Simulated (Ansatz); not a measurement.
ScC:
```
CELL_PARAMETERS angstrom
      0.00000     2.29561     2.29561
      2.29561     0.00000     2.29561
      2.29561     2.29561     0.00000
ATOMIC_POSITIONS crystal
  Sc 0.00000 0.00000 0.00000
  C  0.50000 0.50000 0.50000
```

Relaxed with LDA. Special points in fractions of this cell's reciprocal vectors: Γ (0.000, 0.000, 0.000); X (0.500, 0.000, 0.500); U (0.625, 0.250, 0.625); K (0.375, 0.375, 0.750); L (0.500, 0.500, 0.500); W (0.500, 0.250, 0.750).

Problem. List the band energies nearest the Fermi level at these points for plane-wave PAW LDA (Ansatz code).

Solution. In eV from the Fermi level; about four levels below and three above (degenerate sets whole), none deeper than 8.9 eV; points with the same levels are listed once.

```tsv
k	below	above
Γ	–	2.26 2.26 2.26
X	-8.48 -1.68	0.66 0.98 0.98
U	-8.03 -1.64 -1.56 -0.13	3.31 5.77 6.16
L	-7.41 -3.81 -1.06 -1.06	5.51 5.51 6.18
W	-7.97 -1.33 -1.33 -1.05	4.73 4.73 6.21
```

Space group Fm-3m (rock salt). The first step of the workflow began from a Materials Project structure, measured or hypothetical; the Crystallography Open Database copy checked does not list it. Whether it is the stable phase at ambient conditions was not checked. Symmetry was held in the LDA relaxation; of distortions, only those at the zone centre were tested. No spin polarisation was allowed.

Potentials: the later of the program's two PAW sets.
